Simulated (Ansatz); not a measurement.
Nb₄AlC₃:
```xyz
16
Lattice="3.1422 0.0000 0.0000 -1.5711 2.7212 0.0000 0.0000 0.0000 24.2774" Properties=species:S:1:pos:R:3 pbc="T T T"
Al     0.0000     1.8141     6.0694
Al     1.5711     0.9071    18.2081
Nb     0.0000     0.0000    20.4662
Nb     0.0000     0.0000     3.8112
Nb     0.0000     0.0000     8.3275
Nb     0.0000     0.0000    15.9499
Nb     1.5711     0.9071    22.9384
Nb     0.0000     1.8141     1.3390
Nb     0.0000     1.8141    10.7997
Nb     1.5711     0.9071    13.4777
C      0.0000     1.8141    21.6478
C      1.5711     0.9071     2.6297
C      1.5711     0.9071     9.5091
C      0.0000     1.8141    14.7684
C      0.0000     0.0000    12.1387
C      0.0000     0.0000     0.0000
```

Relaxed with r²SCAN.

**Question.** Map the valence electron density (e/Å³), cut off at 2 on the plane through (0.333, 0.667, 0.250) spanned by u = [0, 0, 1] and v = [1, -1, 0] in lattice vectors, from the program Ansatz at the r²SCAN level (PAW).

**Answer.** x is the fraction of u, y of v (the angle between them is 90°; rows are the nearest grid lines); atoms in the plane: Al at (0.00, 0.00), Al at (0.50, 0.33), Nb at (0.59, 0.67), Nb at (0.91, 0.67), Nb at (0.09, 0.67), Nb at (0.41, 0.67), Nb at (0.69, 0.33), Nb at (0.81, 0.00), Nb at (0.19, 0.00), Nb at (0.31, 0.33).
```
|0010001999000387100000017830009991000100|
|0010001999000387100000017830009991000100|
|0000001996000276100000016720006991000000|
|0001211372110133210000123310112731121000|
|0004610122310112740000472110132210164000|
|0019930013520013991001993100253100399100|
|0019950014741005991001995001474100599100|
|0019970015851007991001997001585100799100|
|0029980015751008992002998001575100899200|
|0019950014741005991001995001474100599100|
|0019931002531003991001993001352001399100|
|0004721101322101640000461012231011274000|
|0001233101127311210000121137211013321000|
|0000145200139810110000110189310025410000|
|0000167200069910000000000199600027610000|
|0000178300099910001001000199900038710000|
|0000178300099910001001000199900038710000|
|0000167200069910000000000199600027610000|
|0000145210039811000000001189300125410000|
|0000123220017421000000001247100223210000|
|0000012471002232100000012322001742100000|
|0000001996000276100000016720006991000000|
|0010001999000387100000017830009991000100|
|0010001999000387100000017830009991000100|
```
Scale: ten equal steps from 0.058 (start of '0') to 2.00 (end of '9'), in the order '0123456789'; x runs from 0.000 to 1.00, y from 0.000 (bottom) to 1.00 (top).

The density is the valence pseudo-density with augmentation charge, so density and ELF within about 1 Å of a nucleus are not all-electron values.

Space group P6_3/mmc. The workflow started from a Materials Project entry (that database holds measured and hypothetical structures alike); the Crystallography Open Database copy checked does not list it. Whether it is the stable phase at ambient conditions was not checked. Symmetry was held in the r²SCAN relaxation; whether a distortion lowers the energy is not shown. The run is not spin-polarised.

Potentials: the later of the program's two PAW sets.
